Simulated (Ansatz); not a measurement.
Relaxation of a relaxed Si2W cell displaced along its unstable phonon at q = Γ (143i cm⁻¹), largest move 0.15 Å; 3 atoms in the cell, which starts as P6mm (No. 183), hP3; a = b = 4.297 Å, c = 2.575 Å, α = β = 90.00°, γ = 120.00°. The numbers are results of r2SCAN (plane waves to 500 eV, PAW, scalar-relativistic; Ansatz, a program for electronic structure), not measurements. Γ-centred k-mesh 9×9×13 on the run's cell (coarser than for final values), Fermi–Dirac smearing 0.05 eV. This is the first round of the run. 

The optimiser's lines from the output (shortened; P is positive under compression):

```
relax step   1: F+E_penalty+E_count = -11674.20998025 eV  Δ(F+E_penalty+E_count) = +0.000e0 eV  max|allowed force component| = 4.258e-1 eV/Å  Δτ_max = 0.0000 Å  P = +0.964 GPa  Ω = 41.173 Å³  (7 SCF iters, dr2 threshold 1.00e-7 eV, accepted)
relax step   2: F+E_penalty+E_count = -11674.26067584 eV  Δ(F+E_penalty+E_count) = -5.070e-2 eV  max|allowed force component| = 5.315e-1 eV/Å  Δτ_max = 0.0645 Å  P = +0.024 GPa  Ω = 41.654 Å³  (6 SCF iters, dr2 threshold 3.00e-7 eV, accepted)
relax step   3: F+E_penalty+E_count = -11674.32018053 eV  Δ(F+E_penalty+E_count) = -5.950e-2 eV  max|allowed force component| = 3.472e-1 eV/Å  Δτ_max = 0.0844 Å  P = +0.692 GPa  Ω = 42.083 Å³  (7 SCF iters, dr2 threshold 3.00e-7 eV, accepted)
relax step   4: F+E_penalty+E_count = -11674.27764950 eV  Δ(F+E_penalty+E_count) = +4.253e-2 eV  max|allowed force component| = 4.861e-1 eV/Å  Δτ_max = 0.1950 Å  P = -1.006 GPa  Ω = 44.142 Å³  (8 SCF iters, dr2 threshold 3.00e-7 eV, rejected (line search))
relax step   5: F+E_penalty+E_count = -11674.33745933 eV  Δ(F+E_penalty+E_count) = -1.728e-2 eV  max|allowed force component| = 1.939e-2 eV/Å  Δτ_max = 0.0878 Å  P = -1.388 GPa  Ω = 43.248 Å³  (10 SCF iters, accepted)
relax step   6: F+E_penalty+E_count = -11674.33993135 eV  Δ(F+E_penalty+E_count) = -2.472e-3 eV  max|allowed force component| = 3.046e-2 eV/Å  Δτ_max = 0.0126 Å  P = +0.415 GPa  Ω = 42.732 Å³  (6 SCF iters, dr2 threshold 3.00e-7 eV, accepted)
relax step   7: F+E_penalty+E_count = -11674.34016033 eV  Δ(F+E_penalty+E_count) = -2.290e-4 eV  max|allowed force component| = 1.296e-3 eV/Å  Δτ_max = 0.0049 Å  P = -0.058 GPa  Ω = 42.790 Å³  (5 SCF iters, dr2 threshold 3.00e-7 eV, accepted)
relax step   8: F+E_penalty+E_count = -11674.34017051 eV  Δ(F+E_penalty+E_count) = -1.018e-5 eV  max|allowed force component| = 3.396e-4 eV/Å  Δτ_max = 0.0002 Å  P = +0.002 GPa  Ω = 42.779 Å³  (4 SCF iters, dr2 threshold 5.42e-8 eV, accepted)
relax step   9: F+E_penalty+E_count = -11674.34058962 eV  Δ(F+E_penalty+E_count) = -4.191e-4 eV  max|allowed force component| = 3.276e-4 eV/Å  Δτ_max = 0.0000 Å  P = +0.007 GPa  Ω = 42.779 Å³  stress off target by 1.12e-2 GPa  SCF on the basis re-selected at this cell (its energy is not comparable with the rows above)  (6 SCF iters)
```

From the first to the last row the energy changes by -0.04 eV/atom and the volume by +3.9 %. The last row is marked as not comparable with the walk above it, whose basis was carried along; it does compare with step 1, since both stand on a basis selected at the nominal cutoff for their own cell.

Step 4 was rejected by the optimiser.

Later rounds, restarted from the end of this one on a renewed k-mesh, logged 10 more steps and released under 0.01 eV/atom more. The final structure after all rounds: P6mm (No. 183), hP3; a = b = 4.3427 Å, c = 2.6191 Å, α = β = 90.00°, γ = 120.00°. Between re-selections the logged energies stand on a plane-wave basis carried along with the cell. No spin polarisation in the result.

The run could not lose the symmetry of its start: the end is stationary, and may be a saddle point rather than a minimum.

The relaxed structure here is a generated cell of Si2W: the first start was made by placing the elements on the sites of a structure type, and the end was not matched to a known phase here, so it may be hypothetical. Known forms of Si2W include space group No. 139.
